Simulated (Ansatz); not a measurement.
Zone-centre phonons of BN at 116.8 GPa: input and output

Computed with DFT LDA, scalar-relativistic, plane waves, PAW in Ansatz.

Launched with:
```bash
ansatz run input.yaml --threads 1 --pin off --max-ram 2560MiB --backend cpu --events-out ev --progress --plain --runs-dir out
```

Input (bare energies are in eV):
```yaml
crystal:
  lattice:
    - [0.0, 1.6737, 1.6737]
    - [1.6737, 0.0, 1.6737]
    - [1.6737, 1.6737, 0.0]
  atoms:
    - { symbol: B, position: [0.0, 0.0, 0.0] }
    - { symbol: "N", position: [0.25, 0.25, 0.25] }
basis:
  ecutwfc: 420
kpoints:
  mp_grid: { grid: [12, 12, 12] }
hamiltonian:
  xc: lda
scf:
  occupations: { method: fixed }
output:
  eigenvalues: true
phonons:
  method: dfpt
  dielectric: true
  rigid_motions: translations
  raman: true
  eigenvectors: true
```

The end of the output:
```
--- Phonons (Γ-DFPT): 2 representative perturbations + reference, on 280 of 1728 k-points (Σ response iterations 6) ---
  k mesh reduced under 4 symmetry operations, with k and −k counted as one. Each operation leaves every solved perturbation unchanged. A smaller set is not considered because the run solves the response ...
  ASR residual: 8.009e-4 → 0.000e0 eV/Å²; symmetrization residual: 1.062e-8 eV/Å²
  ASR residual per site (eV/Å²): 1.43e-4 8.01e-4
  Γ frequencies (cm⁻¹): 0.00 0.00 0.00 1356.93 1356.93 1356.93
  ε∞ (high-frequency dielectric tensor):
        4.432050     0.000000     0.000000
       -0.000000     4.432050     0.000000
        0.000000     0.000000     4.432050
  ε⁰ (static dielectric tensor: ions relaxed, cell fixed):
        5.912665     0.000000    -0.000000
       -0.000000     5.912665    -0.000000
        0.000000    -0.000000     5.912665
  ε⁰ − ε∞ (ionic part):
        1.480615    -0.000000    -0.000000
       -0.000000     1.480615    -0.000000
       -0.000000    -0.000000     1.480615
  softest optical mode at Γ: 1356.93 cm⁻¹; the repairs (sum rule, projections) moved no ω² at Γ by more than (3.94 cm⁻¹)²
  Born effective charges Z* (e; rows j = field, columns β = displacement):
    site 0:
         1.78036   -0.00000    0.00000
         0.00000    1.78036    0.00000
        -0.00000   -0.00000    1.78036
    site 1:
        -1.78036    0.00000    0.00000
        -0.00000   -1.78036   -0.00000
         0.00000    0.00000   -1.78036
  Z* charge neutrality: 3.616e-6 e pre-enforcement
  k-mesh period / interband length: 28.4 Å / 1.22 Å = 23.19 at k = (0.0000, -0.5000, -0.5000), direct gap 10.807 eV — 14 or more, which is no proof of convergence
  Raman tensors (in the event stream and the table raman_tensors.tsv): an entry may err by 8.3e-4 Å², one of the second-order susceptibility by 3.6e-3 pm/V (basis, points and sum rule); their sum over the sites missed zero by 8.689e-7 Å² ...
  optical modes at Γ without the LO–TO term, one row a degenerate level:
      ω (cm⁻¹) modes IR ((D/Å)²/amu) static Raman (Å⁴/amu) depolarisation
       1356.93      3            35.9567                10.6899           0.750
  optical modes at Γ + LO–TO along q̂ = [1.0000, 0.0000, 0.0000]:
      ω (cm⁻¹) modes IR ((D/Å)²/amu) static Raman (Å⁴/amu) depolarisation
       1356.93      2            23.9711                 7.1266           0.750
       1567.28      1            11.9856                 8.0650           0.750
  optical modes at Γ + LO–TO along q̂ = [0.0000, 1.0000, 0.0000]:
      ω (cm⁻¹) modes IR ((D/Å)²/amu) static Raman (Å⁴/amu) depolarisation
       1356.93      2            23.9711                 7.1266           0.750
       1567.28      1            11.9856                 8.0650           0.750
  optical modes at Γ + LO–TO along q̂ = [0.0000, 0.0000, 1.0000]:
      ω (cm⁻¹) modes IR ((D/Å)²/amu) static Raman (Å⁴/amu) depolarisation
       1356.93      2            23.9711                 7.1266           0.750
       1567.28      1            11.9856                 8.0650           0.750
```

The run took 3.6 min on 1 thread of Intel(R) Xeon(R) Processor @ 2.50GHz (Skylake/Cascade Lake), with other jobs on the host, peak memory 0.85 GiB.

The cell is the ideal cubic zincblende prototype.